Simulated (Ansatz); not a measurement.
BAs:
```
BAs
1.0
    0.00000     2.36593     2.36593
    2.36593     0.00000     2.36593
    2.36593     2.36593     0.00000
B As
1 1
Direct
  0.75000   0.75000   0.75000
  0.00000   0.00000   0.00000
```

x, y and z are the axes in which the lattice vectors are written.

Task: Give the proper piezoelectric stress tensor with relaxed ions from LDA (plane waves, PAW; program Ansatz).

Result: In C/m², rows x, y, z, Voigt columns; mesh uncertainty up to 0.01.
```
 0.00   0.00   0.00  -0.15   0.00   0.00
 0.00   0.00   0.00   0.00  -0.15   0.00
 0.00   0.00   0.00   0.00   0.00  -0.15
```

The elastic tensor of the same run (GPa):

```
 290  75.8  75.8   0.0   0.0   0.0
75.8   290  75.8   0.0   0.0   0.0
75.8  75.8   290   0.0   0.0   0.0
 0.0   0.0   0.0   156   0.0   0.0
 0.0   0.0   0.0   0.0   156   0.0
 0.0   0.0   0.0   0.0   0.0   156
```

Task: Convert to strain constants d = e·S.

Result: In pC/N:
```
 0.0   0.0   0.0  -1.0   0.0   0.0
 0.0   0.0   0.0   0.0  -1.0   0.0
 0.0   0.0   0.0   0.0   0.0  -1.0
```

Space group F-43m (zinc blende). Symmetry was held in the LDA relaxation. Signs of piezoelectric constants follow the polarity of the cell as given.

Potentials: the earlier of the program's two PAW sets. The files were generated under PBE; for other functionals the program regenerates the frozen cores, and for LDA and PBEsol the local potential too.
